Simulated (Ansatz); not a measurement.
Os:
```
CELL_PARAMETERS angstrom
      2.73835     0.00000     0.00000
     -1.36917     2.37148     0.00000
      0.00000     0.00000     4.31858
ATOMIC_POSITIONS crystal
  Os 0.33333 0.66667 0.75000
  Os 0.66667 0.33333 0.25000
```

Relaxed with r²SCAN. Special points in fractions of this cell's reciprocal vectors: Γ (0.000, 0.000, 0.000); M (0.500, 0.000, 0.000); K (0.333, 0.333, 0.000); A (0.000, 0.000, 0.500); L (0.500, 0.000, 0.500); H (0.333, 0.333, 0.500).

### Question
List the band energies nearest the Fermi level at these points for DFT-r²SCAN in the program Ansatz with PAW potentials.

### Answer
In eV from the Fermi level; about four levels below and three above (degenerate sets whole), none deeper than 8.9 eV; … stands for higher levels left out; points with the same levels are listed once.

```
k                          below           above
-  -----------------------------  --------------
Γ  -2.36 -2.36 -1.72 -1.72 -0.06               …
M        -3.77 -3.12 -2.76 -1.99  2.04 2.63 2.77
K        -4.89 -3.66 -3.66 -1.46  1.51 1.51 2.10
A        -3.44 -3.44 -3.44 -3.44               …
L        -1.34 -1.34 -0.27 -0.27     2.40 2.40 …
H        -3.67 -3.67 -1.49 -1.49     1.64 1.64 …
```

Space group P6_3/mmc (hcp (Mg type)). The r²SCAN relaxation kept the symmetry of its start. The run is not spin-polarised. Spin–orbit coupling is left out wherever it is not named.

Potentials: the earlier of the program's two PAW sets.
